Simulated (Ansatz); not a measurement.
## TiO2: O-17 NMR of the central transition

Cell: a COD entry, ions relaxed with PBE at fixed cell.

```cif
data_TiO2
_symmetry_space_group_name_H-M 'I4_1/amd:1'
_symmetry_Int_Tables_number 141
_cell_length_a 3.7842
_cell_length_b 3.7842
_cell_length_c 9.5146
_cell_angle_alpha 90.000
_cell_angle_beta 90.000
_cell_angle_gamma 90.000
loop_
_atom_site_label
_atom_site_type_symbol
_atom_site_symmetry_multiplicity
_atom_site_Wyckoff_symbol
_atom_site_fract_x
_atom_site_fract_y
_atom_site_fract_z
Ti Ti 4 a 0.0000 0.0000 0.0000
O O 8 e 0.0000 0.0000 0.2088
```

One atom of each set is listed; the run and its k-mesh use a cell of 6 atoms with edges of 5.46, 5.46, 5.46 Å.

Method: Kohn–Sham DFT in Ansatz, r2SCAN, plane waves and PAW, scalar-relativistic, 500 eV cutoff, Γ-centred 11×11×11 k-points, Fermi–Dirac smearing 0.02 eV.

O-17 has I = 5/2 and Q = -25.58 mb (Pyykkö 2018); at 9.4 T its Larmor frequency is ν₀ = 54.3 MHz. Only the quadrupole interaction is simulated: positions count from each site's isotropic chemical shift, and J coupling is left out, as are shift anisotropy and dipolar coupling, which fast spinning averages.

Q: Simulate the second-order pattern (fast magic-angle spinning, Gaussian broadening 0.01 kHz) of site O (3 Ti at 1.93–1.99 Å).

A: The calculation gives C_Q = -1.19 MHz and η = 0.65, so ν_Q = 0.179 MHz and the centre of gravity lies at -3.29 ppm (-0.179 kHz).

offset (kHz), height and a bar:
```
  -0.4385          0 
  -0.4187          4 #
  -0.3990          8 ##
  -0.3792          8 ###
  -0.3595         13 ####
  -0.3397         23 #######
  -0.3200         25 #######
  -0.3002         27 ########
  -0.2804         30 #########
  -0.2607         34 ##########
  -0.2409         45 ##############
  -0.2212        100 ##############################
  -0.2014         75 ######################
  -0.1817         70 #####################
  -0.1619         83 #########################
  -0.1422         79 ########################
  -0.1224         58 #################
  -0.1026         49 ###############
  -0.0829         44 #############
  -0.0631         40 ############
  -0.0434         37 ###########
  -0.0236         34 ##########
  -0.0039         12 ###
   0.0159          0
```

The run took 52 s of wall time (52 s of CPU time) and 0.64 GiB at its peak, on 1 thread of Arm Neoverse V1 (aarch64; 8 cores open to the job, memory cap 3.0 GiB, no GPU), a shared host with a load of 0.5 a core.
